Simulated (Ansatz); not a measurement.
TaN, DFT, PBEsol, all-electron LAPW, scalar-relativistic (Ansatz 0.2.0), run on 2 threads of Intel(R) Xeon(R) 6975P-C (Granite Rapids) on a shared host.

The geometry is COD entry 2106407, unchecked; take it as a test cell.

Command: `ansatz run input.yaml --threads 2 --pin off --max-ram 8192MiB --backend cpu --events-out ev --progress --plain --runs-dir out`

```yaml
crystal:
  lattice:
    - [5.1960008669, 0.0, 0.0]
    - [-2.5980004334, 4.4998687488, 0.0]
    - [0.0, 0.0, 2.911]
  atoms:
    - { symbol: Ta, position: [0.3333333333, 0.6666666667, 0.5] }
    - { symbol: Ta, position: [0.6666666667, 0.3333333333, 0.5] }
    - { symbol: Ta, position: [0.0, 0.0, 0.0] }
    - { symbol: "N", position: [0.39285, 0.0, 0.0] }
    - { symbol: "N", position: [0.60715, 0.60715, 0.0] }
    - { symbol: "N", position: [0.0, 0.39285, 0.0] }
kpoints:
  mp_grid: { grid: [6, 6, 9] }
  band_path:
    path:
      - [0.0, 0.0, 0.0]
      - [0.5, 0.0, 0.0]
      - [0.3333333333, 0.3333333333, 0.0]
      - [0.0, 0.0, 0.0]
      - [0.0, 0.0, 0.5]
      - [0.5, 0.0, 0.5]
      - [0.3333333333, 0.3333333333, 0.5]
      - [0.0, 0.0, 0.5]
      - [0.5, 0.0, 0.5]
    npoints: 14
scf:
  occupations: { method: fermi_dirac, width: 0.01 }
hamiltonian:
  xc: pbesol
  pseudopotentials: { kind: all_electron, lapw: { basis_error: 0.001 } }
output:
  forces: true
  stress: true
  eigenvalues: true
  populations: true
  dos: { projected: true, de: 0.2, e_range: [-14, 8] }
```

**Question.** How large is the problem that the program sets up?

**Answer.** 35 irreducible k-points, 1299 plane waves at Γ, 94 bands.

**Question.** About how long does it take, and how much memory does it use?

**Answer.** 97 s of wall time for 12 SCF iterations, with a peak of 0.93 GiB. Times on shared machines scatter by tens of per cent.

**Question.** And the same cell and mesh by PAW with the default files, asked for forces, stress, eigenvalues, efg, populations, bader, dos, write_density, write_potential, elf and the same band path, on the same hardware?

**Answer.** 28 s, peak memory 0.5 GiB.

**Question.** And the same cell and mesh by all-electron PAW (datasets made for this crystal), asked for forces, stress, eigenvalues, efg and the same band path, on the same hardware?

**Answer.** 70 s, peak memory 1.9 GiB.
